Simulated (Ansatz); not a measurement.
# AuCu3-type GdOs₃

Method: PBE, scalar-relativistic; collinear spin; PAW, 420 eV, 8×8×8 k-mesh, Gaussian smearing of 0.05 eV; code Ansatz; PAW files: Ansatz's generated set soft_2.

```
Gd Os
1.0
     4.06548    0.00000    0.00000
     0.00000    4.06548    0.00000
     0.00000    0.00000    4.06548
Gd Os
1 3
Direct
  0.00000 0.00000 0.00000
  0.00000 0.50000 0.50000
  0.50000 0.50000 0.00000
  0.50000 0.00000 0.50000
```

This is a trial structure made by placing the elements on a prototype's sites, so it needn't be the stable form.

Magnetic state: ferromagnetic, site spin moments Gd 6.80; Os -0.31 μB.

The run above is the reference. The same cell was run again with other input settings; several of them aren't fit for production, so the rows show the settings' effect and aren't properties of the material.

```tsv
keys changed	outcome	ΔE (meV/atom)	P (GPa)	gap on the mesh (eV)	cell moment (μB)	largest force component (eV/Å)	SCF iterations	rough core-seconds	new warnings
none (reference)	converged	0.0	0.0	metal	5.93	0.000	–	–	–
scf.n_extra_bands: 2; basis.ecutrho_ratio: 4 → 12	refused	–	–	–	–	–	0	0.1	–
scf.mixing.preconditioner: "resta"; scf.initial_density.chi_scale: 0.1	converged	0.0	0.0	metal	5.93	0.000	14	21	–
scf.lower_state_search: "standard"	converged	0.0	0.0	metal	5.93	0.000	14	26	–
```

These changes also left energy (to 0.1 meV/atom), pressure, gap, moment and forces as in the reference: scf.eigensolver.kind: "davidson"; basis.precision: "f64" | basis.ecutrho_ratio: 4 → 12.

ΔE is the energy with the smearing extrapolated to zero. It is left out where the change alters the Hamiltonian or the spin treatment. The varied runs start from atomic densities (corrected by the program's trained start where that serves), with the default search for lower states unless a row changes it, while the reference went on from a saved state, so a magnet may end in another state whatever the setting.

- Message for «scf.n_extra_bands: 2; basis.ecutrho_ratio: 4 → 12»: inconsistent input (scf.n_extra_bands): n_bands = 35 cannot host the net starting moment |Σ_I m_I| = 7.0000 μB: with N_el = 66 the majority spin channel must hold (N_el + |M|)/2 = 36.5000 electrons at no more than one per band — at least 37 bands (35 bands cap the reachable moment at 2·n_bands − N_el = 4.0000 μB); …

**Question.** What happens with these changes: basis.ecutwfc: 420 → "600 eV"; hamiltonian.hubbard: {"sites": [{"species": "Gd", "l": "f", "u_eff": 8.0}], "double_counting": "fll"}?

**Answer.** outcome converged, P (GPa) 2.7, gap on the mesh (eV) metal, cell moment (μB) 6.66, largest force component (eV/Å) 0.000, SCF iterations 10, rough core-seconds 30, new warnings filled band counts differ across k points.

3 further runs (cut off, refused for memory, with changed atoms or starts, or in doubt) are left out.

Of the reference: Without a U the 4f levels of Gd lie too near the Fermi level, so their share of the states there, and what hangs on it, is overstated. Spin–orbit coupling, which matters for such heavy elements, is left out. The run wasn't fully tested for a lower electronic state. Site moments are of spin, integrated over atomic spheres. The moments were started parallel, and the real magnetic order may be another.
